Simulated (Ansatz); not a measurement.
BaMoP₂O₈:
```
CELL_PARAMETERS angstrom
      4.18590     2.63270     0.00000
     -4.18590     2.63270     0.00000
     -0.53408     0.00000     7.71484
ATOMIC_POSITIONS crystal
  Ba 0.00000 0.00000 0.00000
  Mo 0.00000 0.00000 0.50000
  P  0.36472 0.63528 0.71147
  P  0.63528 0.36472 0.28853
  O  0.28916 0.23057 0.31254
  O  0.71084 0.76943 0.68746
  O  0.23057 0.28916 0.68746
  O  0.76943 0.71084 0.31254
  O  0.68967 0.31033 0.10528
  O  0.31033 0.68967 0.89472
  O  0.23120 0.76880 0.56440
  O  0.76880 0.23120 0.43560
```
The run is spin-polarised; directions of the spins, atom by atom: 0 ↑ 0 0 0 0 0 0 0 0 0 0.

Relaxed with PBEsol.

### Question
Give the Bader charges and basin volumes of the independent atoms, plane-wave PAW PBEsol (Ansatz code).

### Answer


```csv
atom,Bader charge (e),Bader volume (Å³)
Ba1,+1.68,24.9
Mo2,+2.31,10.7
P3,+3.74,3.3
O5,-1.42,14.8
O9,-1.51,18.6
O11,-1.39,14.2
```

Space group C2/m. The first step of the workflow began from a Materials Project structure, measured or hypothetical; the Crystallography Open Database files this formula in space group No. 12, but the cells were not matched. Its standing as an ambient phase is unchecked. Symmetry was held in the PBEsol relaxation; its stability against distortions is not shown here. The final state is ferromagnetic, the only order run, not a proven ground state. The cell computed holds one magnetic atom, so no antiferromagnetic order was within reach. No Hubbard U is applied. Scalar-relativistic: spin–orbit coupling is off unless named, which matters more the heavier the elements.

Potentials: the later of the program's two PAW sets.
